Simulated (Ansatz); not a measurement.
Relaxed-ion elastic tensor of Al5C3N in space group P6_3mc (No. 186; Pearson symbol hP18) in GPa (Voigt order), plane-wave PAW PBEsol (Ansatz code); density 3.01 g/cm³, 11.32 Å³ per atom.

```
 333   120  61.7   0.0   0.0   0.0
 120   333  61.7   0.0   0.0   0.0
61.7  61.7   371   0.0   0.0   0.0
 0.0   0.0   0.0  99.9   0.0   0.0
 0.0   0.0   0.0   0.0  99.9   0.0
 0.0   0.0   0.0   0.0   0.0   107
```

Is the crystal mechanically stable?

Yes: the smallest eigenvalue of C is 99.9 GPa.

Work out the Voigt, Reuss and Hill averages.

K_V = 169, K_R = 169, K_H = 169; G_V = 114, G_R = 111, G_H = 113 GPa.

Give Young's modulus, Poisson's ratio, Pugh's ratio and the universal anisotropy index.

E = 9KG/(3K + G) = 276 GPa; ν = 0.23; K/G = 1.51 (brittle by the Pugh limit of 1.75); A_U = 5G_V/G_R + K_V/K_R − 6 = 0.15.

Estimate the sound speeds and the Debye temperature.

v_l = √((K + 4G/3)/ρ) = 10300 m/s, v_t = √(G/ρ) = 6110 m/s, mean 6770 m/s; Θ = (h/k)(3n/4πV)^(1/3) v_m = 897 K.

Solve the Christoffel equation for the three sound speeds along x, y, z.

Eigenvalues of C_ijkl n_j n_l equal ρv² (piezoelectric stiffening left out). In km/s, slowest first: x 5.76, 5.94, 10.51; y 5.76, 5.94, 10.51; z 5.76, 5.76, 11.10.

How much does each axis shrink under pressure?

Linear compressibilities β_i = Σ_j S_ij (j = 1 to 3): x 1.9, y 1.9, z 2.1 per TPa.

The first step of the workflow began from a Materials Project structure, measured or hypothetical; the Crystallography Open Database files this formula in space group No. 186, but the cells were not matched. Whether it is the stable phase at ambient conditions was not checked. Symmetry was held in the PBEsol relaxation; whether a distortion lowers the energy is not shown.

Potentials: the later of the program's two PAW sets.
